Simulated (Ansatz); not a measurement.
**simple cubic against fcc along the alkali metals**

All numbers below come from DFT, LDA (PW92), plane waves (420 eV) with PAW, scalar-relativistic in Ansatz. The PAW files were generated under PBE, with cores re-solved for the functional.

Each structure is relaxed within its symmetry, in the lowest magnetic state of the tried starts. Differences under about 8 meV lie within the error of the k-point mesh.

| element | E(simple cubic) − E(fcc) (meV/atom) | V(simple cubic) (Å³/atom) | V(fcc) (Å³/atom) | state of simple cubic | state of fcc |
| --- | --- | --- | --- | --- | --- |
| Li | 118 | 19.05 | 18.99 | spin not included | spin not included |
| Na | 122 | 35.92 | 33.49 | spin not included | spin not included |
| K | 110 | 69.06 | 64.70 | spin not included | spin not included |
| Rb | 99 | 84.88 | 78.39 | spin not included | spin not included |
| Cs | 103 | 106.27 | 96.17 | spin not included | spin not included |
